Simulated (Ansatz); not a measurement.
The cell below belongs to a search over invented structures; it isn't taken from experiment.

Input and command of a plane-wave DFT calculation in Ansatz:

```yaml
crystal:
  lattice:
    - [1.3234014242, 0.7640661685, 19.3412984818]
    - [-1.3234014242, 0.7640661685, 19.3412984818]
    - [0.0, -1.528132337, 19.3412984818]
  atoms:
    - { symbol: B, position: [0.0961940211, 0.0961940211, 0.0961940211] }
    - { symbol: B, position: [0.6916894329, 0.6916894329, 0.6916894329] }
    - { symbol: B, position: [0.3975286517, 0.3975286517, 0.3975286517] }
    - { symbol: B, position: [0.9038059789, 0.9038059789, 0.9038059789] }
    - { symbol: B, position: [0.3083105671, 0.3083105671, 0.3083105671] }
    - { symbol: B, position: [0.6024713483, 0.6024713483, 0.6024713483] }
    - { symbol: C, position: [0.1666648713, 0.1666648713, 0.1666648713] }
    - { symbol: C, position: [0.0122060695, 0.0122060695, 0.0122060695] }
    - { symbol: C, position: [0.9877939305, 0.9877939305, 0.9877939305] }
    - { symbol: C, position: [0.7188032496, 0.7188032496, 0.7188032496] }
    - { symbol: C, position: [0.4266405365, 0.4266405365, 0.4266405365] }
    - { symbol: C, position: [0.8333351287, 0.8333351287, 0.8333351287] }
    - { symbol: C, position: [0.2811967504, 0.2811967504, 0.2811967504] }
    - { symbol: C, position: [0.5733594635, 0.5733594635, 0.5733594635] }
basis:
  ecutwfc: 420
kpoints:
  mp_grid: { grid: [12, 12, 12] }
hamiltonian:
  xc: pbe
scf:
  occupations: { method: gaussian, width: 0.1 }
output:
  forces: true
  stress: true
  eigenvalues: true
relax:
  adjacent_minimum: "off"
  f_tol: 0.01
  max_steps: 30
  cell: { stress_tol: 0.1, fix: [volume] }
```

```bash
ansatz run input.yaml --threads 1 --pin off --max-ram 2560MiB --backend cpu --events-out ev --progress --plain --runs-dir out
```

Processor: Intel(R) Xeon(R) Processor @ 2.70GHz, 1 thread, on a host shared with other jobs.

Problem. How long does it run, and how much memory does it take?

Solution. About 8.7 min, peak memory 0.86 GiB. It solves 39 bands at 189 k points (after reduction by symmetry) with about 2351 plane waves, in 51 SCF iterations over 8 ionic steps.
